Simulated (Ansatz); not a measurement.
Consider the following.

Ta$_{2}$Si:
```
CELL_PARAMETERS angstrom
     -3.08385     3.08385     2.52494
      3.08385    -3.08385     2.52494
      3.08385     3.08385    -2.52494
ATOMIC_POSITIONS crystal
  Ta 0.66366 0.83634 0.50000
  Ta 0.33634 0.16366 0.50000
  Ta 0.83634 0.33634 0.17268
  Ta 0.16366 0.66366 0.82732
  Si 0.25000 0.25000 0.00000
  Si 0.75000 0.75000 0.00000
```

This is the r²SCAN-relaxed structure.

### Question
All from plane-wave PAW r²SCAN (Ansatz code), unless another level is named. Estimate the electronic character.

### Answer
metallic (no gap).

### Question
What about the formation energy from the elements (no fitted shifts)?

### Answer
-0.61 eV/atom.

### Question
What about the density of states at the Fermi level?

### Answer
0.46 states/eV per atom (mean over ±0.08 eV).

Space group I4/mcm. The first step of the workflow began from a Materials Project structure, measured or hypothetical; the Crystallography Open Database copy checked does not list it. Whether it is the stable phase at ambient conditions was not checked. The cell was relaxed with r²SCAN under the symmetry of its start; its stability against distortions is not shown here. No spin polarisation was allowed. The references are the lowest solids computed at this level, not always the standard phases. Spin–orbit coupling is left out wherever it is not named.

Potentials: the later of the program's two PAW sets.
